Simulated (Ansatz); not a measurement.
B (α-B12, R-3m) at seven volumes, DFT-r²SCAN in the program Ansatz with PAW potentials, shape and atoms relaxed at each. One row is withheld.

```
V (Å³/atom)  P (GPa)
-----------  -------
6.572          24.20
6.789          14.94
7.006           6.92
7.222          -0.01
7.439          -5.98
7.656         -11.11
7.872              ?
```

Q: Fit the shown pressures and predict the withheld one.

A: P = (3/2)B₀(x^(7/2) − x^(5/2))[1 + (3/4)(B′ − 4)(x − 1)] with x = (V₀/V)^(2/3). Least squares on the six rows gives V₀ = 7.223 Å³/atom, B₀ = 214 GPa, B′ = 3.87. At V = 7.872, x = 0.9443 and P = -15.59 GPa. The run itself gave -15.49 GPa.

The r²SCAN relaxation kept the symmetry of its start; phonons on a q-mesh show no instability.

Potentials: the earlier of the program's two PAW sets.
